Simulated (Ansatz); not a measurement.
Relaxed candidate structures of V:

A. P6₃/mmc (No. 194), hP2, hcp (Mg type); a = 2.574 Å, b = 2.574 Å, c = 4.640 Å, α = 90.00°, β = 90.00°, γ = 120.00°; V 2d (0.667, 0.333, 0.250); non-magnetic

B. Im-3m (No. 229), cI2, bcc (W type); a = b = c = 2.9587 Å, α = β = γ = 90.00°; V 2a (0.000, 0.000, 0.000); non-magnetic

C. I4₁/amd, origin choice 1 (No. 141), tI4; a = 4.5761 Å, b = 4.5761 Å, c = 2.5606 Å, α = 90.00°, β = 90.00°, γ = 90.00°; V 4a (0.000, 0.000, 0.000); non-magnetic

Rank these by energy per atom (lowest first), as PBEsol (plane waves to 420 eV, PAW, scalar-relativistic; Ansatz, an electronic-structure program) gives it.

B (reference, the lowest among the structures calculated here), A (+0.27 eV/atom), C (+0.49 eV/atom)

Each run could gain symmetry but not lose that of its start, so entries can be saddle points. From databases, or of a type measured for this composition: Im-3m, cI2, bcc (W type), non-magnetic; the others are generated cells (placed on structure types, drawn at random, substituted or restacked) that were not matched to a known phase here. Each structure is listed in the lowest spin state found for it. Energies are at zero temperature and pressure, without zero-point motion. The runs use different k-meshes, so differences are rounded accordingly. No spin polarisation in the result.
